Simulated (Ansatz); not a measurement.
Is this MgZnS structure a true minimum?

The structure comes from a generated guess, relaxed at this level; another structure or a mixture of phases may lie lower.

Computed with DFT PBE, scalar-relativistic, plane waves, PAW (Ansatz). Settings: cutoff 420 eV, Γ-centred mesh 8×8×4 on the computed 6-atom cell, Gaussian smearing of 0.10 eV; no spin polarisation.

The cell below (6 atoms, space group P4/nmm (No. 129)) is relaxed within its symmetry.

```xyz
6
Lattice="3.6419 0.0000 0.0000 0.0000 3.6419 0.0000 0.0000 0.0000 8.1594" Properties=species:S:1:pos:R:3 pbc="T T T"
Mg    1.8210    0.0000    6.7600
Mg    0.0000    1.8210    1.3994
Zn    0.0000    1.8210    4.3734
Zn    1.8210    0.0000    3.7860
S     0.0000    1.8210    6.8622
S     1.8210    0.0000    1.2973
```

For the test a repeat of it with 12 atoms (edges 3.64, 7.28, 8.16 Å) was strained at random (σ = 1.5 % a component), the atoms were moved at random (σ = 0.10 Å), and all was relaxed again on a coarse 6×4×4 mesh (in the run’s order of axes) with 0.20 eV smearing, with no symmetry imposed.

Q: What happens?

A: It returns, within 1 meV/atom of the unmoved cell on that mesh and with the same symmetry when read at 0.1 Å (Pmmn at 0.01 Å, so small strains and shifts remain). No instability shows in this cell; modes of other wave vectors, which need another repeat, aren't tested.
